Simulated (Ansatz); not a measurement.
Total density of states per atom from the program Ansatz at the r²SCAN level (PAW), in 0.25 eV bins, energy from the Fermi level:

```
E (eV) | states/eV/atom
    -7.85 | ################# 0.31
    -7.60 | ################### 0.35
    -7.35 | ##################### 0.39
    -7.10 | ####################### 0.42
    -6.85 | ############################## 0.55
    -6.60 | ######################## 0.43
    -6.35 | ################### 0.35
    -6.10 | ################### 0.35
    -5.85 | ################# 0.32
    -5.60 | ################# 0.32
    -5.35 | ################# 0.31
    -5.10 | ################ 0.29
    -4.85 | ############### 0.28
    -4.60 | ############### 0.27
    -4.35 | ############### 0.27
    -4.10 | ############## 0.26
    -3.85 | ############## 0.26
    -3.60 | ############## 0.26
    -3.35 | ############# 0.24
    -3.10 | ########## 0.18
    -2.85 | ############ 0.21
    -2.60 | ############ 0.22
    -2.35 | ########### 0.21
    -2.10 | ######## 0.15
    -1.85 | ###### 0.11
    -1.60 | ##### 0.09
    -1.35 | #### 0.07
    -1.10 | ### 0.06
    -0.85 | ## 0.04
    -0.60 | ## 0.03
    -0.35 | # 0.02
    -0.10 |  0.00
     0.15 |  0.00
     0.40 | # 0.02
     0.65 | ## 0.04
     0.90 | ### 0.05
     1.15 | #### 0.08
     1.40 | ####### 0.13
     1.65 | ########### 0.21
     1.90 | ############ 0.23
     2.15 | ########### 0.21
     2.40 | ######### 0.16
     2.65 | ######## 0.14
     2.90 | ####### 0.13
     3.15 | ####### 0.12
     3.40 | ###### 0.12
     3.65 | ###### 0.11
     3.90 | ###### 0.11
     4.15 | ###### 0.12
     4.40 | ####### 0.12
     4.65 | ####### 0.13
```

Which of these materials gives this?
A) Ho2CF2, P-3m1 (Ho on 2d, C on 1a, F on 2d)
B) Y2CI2, P-3m1 (Y on 2d, C on 1a, I on 2d)
C) Y3GaC, anti-perovskite
D) C, rhombohedral graphite

D, C, rhombohedral graphite. Within 0.5 eV of the Fermi level: C 2p 99 %. Projections are on Löwdin-orthogonalised atomic valence shells; empty p or d shells of many metals are not among them.

Space group R-3m (rhombohedral graphite). The workflow started from a Materials Project entry (that database holds measured and hypothetical structures alike); the Crystallography Open Database files this formula in space group No. 166, but the cells were not matched. It is not the phase usual at ambient conditions (space group No. 194, 227). The r²SCAN relaxation kept the symmetry of its start; whether a distortion lowers the energy is not shown. A crystal of weakly bound layers computed without a dispersion correction: the cell and the soft elastic constants depend strongly on that.

Potentials: the later of the program's two PAW sets.
